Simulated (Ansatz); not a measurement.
CdSe (wurtzite)

```xyz
4
Lattice="4.3400 0.0000 0.0000 -2.1700 3.7585 0.0000 0.0000 0.0000 7.0780" Properties=species:S:1:pos:R:3 pbc="T T T"
Cd     2.1700     1.2528     0.0040
Cd     0.0000     2.5057     3.5430
Se     2.1700     1.2528     4.4212
Se     0.0000     2.5057     0.8822
```

The slice is a (-1 1 0 2) plane (indices of the conventional cell) through the point (0.667, 0.333, 0.001) (fractional), spanned by u = [110] and v = [1 -1 1] in vectors of this cell: u (4.34 Å) and v (10.32 Å, at 90° to u). It covers one period; positions are fractions (u, v).

Calculation: r2SCAN (plane waves to 500 eV, PAW, scalar-relativistic; Ansatz, a program for electronic structure). k mesh 9×9×5. Inside the PAW spheres the values are not all-electron values, and peaks at nuclei hang on which shells count as valence. CdSe was relaxed with its symmetry unable to fall.

Task: Around which element is the density of the highest valence band (whole band, smooth part) largest on this plane?

Result: Se. Mean over a disc round each atom, of radius 0.45 times the shortest bond: Se 0.079, Cd 0.007 e/Å³.

Task: Predict the map of the electrostatic potential energy of an electron, from the cell's mean on the slice.

Result: 
```
|xxxxxx00668899886600xxxx|
|xxxx004477999999774400xx|
|000044778899999988774400|
|666677889999999999887766|
|888899999999999999999988|
|999999999999999999999999|
|889999999999999999999999|
|777788999999999999998877|
|334466778877777788776644|
|000033665522002255663300|
|xxxx003300xxxxxx003300xx|
|xxxx0022xxxxxxxxxx2200xx|
|00002233xxxxxxxxxx332200|
|3344666622xxxxxx22666644|
|667788887744334477888877|
|888899998888888888999988|
|999999999988888899999999|
|999999999988888899999999|
|999999998888888888999999|
|999999998877777788999999|
|999999886622002266889999|
|9999996600xxxxxx00669999|
|88888833xxxxxxxxxx338888|
|66666611xxxxxxxxxx116666|
|00003322xxxxxxxxxx223300|
|xxxx002200xxxxxx002200xx|
|xxxxxx00554433445500xxxx|
|xxxxxx00668888886600xxxx|
```
Scale: ten equal steps from -3.00 (start of '0') to 5.58 (end of '9'), in the order '0123456789'. Values: electrostatic potential energy of an electron, from the cell's mean, in eV. The map has 12 points along u (two characters each, u = 0 at the left) and 28 along v (v = 0 in the bottom row). Points within 1 Å of a nucleus are blanked (x), as the pseudised field means little there. Values under -3 eV are set to -3. The zero, the cell's mean, hangs on the PAW cores.
